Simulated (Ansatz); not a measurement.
**Slab of zincblende InAs (110), 4 layers**

The slab is cut from the zincblende crystal, which needn't be the stable phase, as relaxed on PAW files (29.60 Å³/atom), with 16 Å of vacuum and a dipole correction:

```
CELL_PARAMETERS angstrom
4.37484 0.00000 0.00000
0.00000 6.18695 0.00000
0.00000 0.00000 22.56230
ATOMIC_POSITIONS crystal
In 0.00000 0.87500 0.35457
As 0.50000 0.62500 0.35457
In 0.50000 0.37500 0.45152
As 0.00000 0.12500 0.45152
In 0.00000 0.87500 0.54848
As 0.50000 0.62500 0.54848
In 0.50000 0.37500 0.64543
As 0.00000 0.12500 0.64543
```

Level of theory: DFT with PBE, scalar-relativistic, in Ansatz 0.2.0; a Γ-centred 6×4×1 k mesh, Fermi–Dirac smearing of 0.02 eV, no spin polarisation. LAPW: all electrons, basis error target 1 meV/atom; PAW: frozen-core files, cutoff 420 eV.

The bulk energy comes from a cell in the slab's orientation on a 6×4×6 mesh. The surface energy is (E(slab) − N·E(bulk))/2A at zero smearing, the mean of both faces; thin slabs carry quantum-size effects.

As cut, the LAPW slab lies 2.586 eV above 8 atoms of bulk. What surface energy is that?

Over two faces of 27.07 Å² it is 47.8 meV/Å², and times 16.02 J/m² per eV/Å² that gives γ = 0.765 J/m².

What do relaxation and the other method give?



```csv
method,γ as cut (J/m²),γ relaxed (J/m²)
LAPW,0.765,0.434
PAW,0.766,0.435
```

How do the spacings between the planes relax (positions relaxed on PAW files)?

From the bottom face up: d12 -7.3 % of 2.187 Å, d23 +3.3 % of 2.187 Å, d34 -7.3 % of 2.187 Å. The outer plane rumples by 0.797 Å.

Where do the band edges lie?

On the k mesh: gap 0.79 eV, valence top 4.91 eV below the vacuum level.

What changes if relativity is switched off, at the same positions?

LAPW then gives: gap 1.15 eV, valence top 5.07 eV below the vacuum level.

A core hole in the 3d shell of In is made on one In atom of each kind in every 1×1 cell (PAW hole dataset, neutral cell, valence without spin). What does it cost by layer?

layer 1 444.00 eV, layer 2 444.01 eV. Shifts between layers mean more than the absolute values, and a whole layer of holes screens otherwise than one hole.
